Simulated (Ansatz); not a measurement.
Pt3W:
```
CELL_PARAMETERS angstrom
      3.96878     0.00000     0.00000
      0.00000     3.96878     0.00000
      0.00000     0.00000     3.96878
ATOMIC_POSITIONS crystal
  Pt 0.00000 0.50000 0.50000
  Pt 0.50000 0.50000 0.00000
  Pt 0.50000 0.00000 0.50000
  W  0.00000 0.00000 0.00000
```

Relaxed with PBE. Special points in fractions of this cell's reciprocal vectors: Γ (0.000, 0.000, 0.000); X (0.000, 0.500, 0.000); M (0.500, 0.500, 0.000); R (0.500, 0.500, 0.500).

**Question.** List the band energies nearest the Fermi level at these points for plane-wave PAW PBE (Ansatz code).

**Answer.** In eV from the Fermi level; about four levels below and three above (degenerate sets whole), none deeper than 8.9 eV; points with the same levels are listed once.

```
k                                below           above
-  -----------------------------------  --------------
Γ              -0.87 -0.32 -0.32 -0.32  1.28 1.28 1.28
X              -0.85 -0.85 -0.32 -0.17  0.48 2.43 5.86
M              -2.42 -0.26 -0.26 -0.10  1.04 1.04 3.10
R  -0.90 -0.90 -0.90 -0.78 -0.78 -0.78  1.01 1.01 1.01
```

Space group Pm-3m (Cu3Au type). The cell is a constructed one: a structure type filled with these elements; neither database checked (COD, Materials Project) lists it. Its standing as an ambient phase is unchecked. Symmetry was held in the PBE relaxation; its stability against distortions is not shown here. No spin polarisation was allowed. Scalar-relativistic: spin–orbit coupling is off unless named, which matters more the heavier the elements.

Potentials: the earlier of the program's two PAW sets.
